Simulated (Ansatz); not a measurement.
**NbB$_{2}$: pressure against volume**

NbB$_{2}$, P6/mmm, a = 3.097 Å, c = 3.286 Å. The structure is a COD entry; whether it is the stable form wasn't checked. Ansatz: PBEsol, PAW, 420 eV, Γ-centred 18×18×12 mesh on 3 atoms, Gaussian smearing 0.10 eV; no spin polarisation. Shape and atoms are relaxed at each volume; pressure is positive in compression.

| V (Å³/atom) | P (GPa) |
| --- | --- |
| 8.006 | 49.68 |
| 8.279 | 34.29 |
| 8.552 | 21.09 |
| 8.825 | ? |
| 9.098 | 0.00 |
| 9.371 | -8.39 |
| 9.644 | -15.59 |
| 10.007 | -23.66 |

Task: Take V0 = 9.098 Å³/atom, fit the third-order Birch–Murnaghan form to the other rows, and predict the missing pressure.

Result: With the Eulerian strain f = ½[(V0/V)^(2/3) − 1] and y = P/[3f(1 + 2f)^(5/2)], the form is the line y = B0 + 1.5 B0 (B0′ − 4) f. Rows (f, y): 0.04449, 300.8; 0.03245, 301.0; 0.02106, 301.1; -0.00976, 301.0; -0.01905, 300.6; -0.03076, 300.5. Means f = 0.006405, y = 300.83; Σ(Δf)² = 0.004634, ΣΔfΔy = 0.02261; the slope is their ratio. y = 300.8 + 4.880 f GPa, so B0 = 300.8 GPa and B0′ = 4 + 2 × (4.880)/(3 × 300.8) = 4.01. At V = 8.825, f = 0.01026, y = 300.85 and P = 9.74 GPa. The run gave 9.75 GPa, so the fit is 0.01 GPa too low, within the rms miss on the fitted rows (0.02 GPa).